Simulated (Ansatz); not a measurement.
The relaxed structure here is a generated cell of ZnSnN2: the first start was made by placing the elements on the sites of a structure type, and the end was not matched to a known phase here, so it may be hypothetical.

The start is a generated cell, ZnSnN2 placed in the alpha-NaFeO2 structure type. The cell and all atomic positions are relaxed at zero pressure with PBE (plane waves to 420 eV, PAW, scalar-relativistic; Ansatz, a quantum-chemistry and plane-wave program). The first steps use a coarse 9×9×9 k-mesh.

Starting cell:
```
ZnSnN2
1.0
    1.54037     0.88933     5.59212
   -1.54037     0.88933     5.59212
    0.00000    -1.77866     5.59212
Sn Zn N
1 1 2
Cartesian
  0.00000   0.00000   0.00000
  0.00000   0.00000   8.38818
  0.00000   0.00000   4.47426
  0.00000   0.00000  12.30211
```

### Question
How does the volume per atom move from start to end?

### Answer
+0.7 %, from 11.49 to 11.58 Å³/atom.

### Question
Give the final cell and atomic positions.

### Answer

```cif
data_N6Sn3Zn3
_chemical_formula_sum 'Sn3 Zn3 N6'
_space_group_name_H-M_alt 'R-3m :H'
_space_group_IT_number 166
_space_group_name_Hall '-R 3 2"'
_cell_length_a 3.20275
_cell_length_b 3.20275
_cell_length_c 15.63842
_cell_angle_alpha 90.000
_cell_angle_beta 90.000
_cell_angle_gamma 120.000
loop_
_atom_site_label
_atom_site_type_symbol
_atom_site_symmetry_multiplicity
_atom_site_Wyckoff_symbol
_atom_site_fract_x
_atom_site_fract_y
_atom_site_fract_z
_atom_site_occupancy
Sn1 Sn 3 a 0.00000 0.00000 0.00000 1
Zn1 Zn 3 b 0.00000 0.00000 0.50000 1
N1 N 6 c 0.00000 0.00000 0.25342 1
```
(The calculation used a cell of 4 atoms; values per cell refer to that cell.)

The space group stays R-3m (No. 166) (the run could not lower it); the end is AFLOW prototype ABC2_hR4_166_a_b_c (F5_1, as in NaCrS2), with 4 atoms in the primitive cell. Final values are on a 12×12×12 k-mesh of the relaxed cell. No spin polarisation in the result.

The run could not lose the symmetry of its start, so the end can be a saddle point.
